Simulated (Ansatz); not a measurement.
Theory: DFT, r2SCAN, plane waves (500 eV) with PAW, scalar-relativistic (Ansatz 0.2.0). (PAW data from PBE, frozen cores regenerated.)

An element in the hcp structure gives this curve. The cell is scaled uniformly from the relaxed one, with fractional coordinates and shape fixed. Energies are extrapolated to zero smearing, pressures are those at the given smearing. Magnetic state: spin not included.

```tsv
V (Å³/atom)	E − E₀ (meV/atom)	P (GPa)
38.229	41.3	2.79
39.967	17.3	1.70
41.705	4.1	0.78
43.442	0.0	0.01
45.180	3.7	-0.65
46.918	13.9	-1.20
48.655	29.6	-1.67
```

**Question.** Which element is it?
A. thulium
B. dysprosium
C. calcium
D. sodium

**Answer.** C. Its fit is V₀ = 43.44 Å³/atom, B₀ = 17.8 GPa, B₀′ = 3.2.
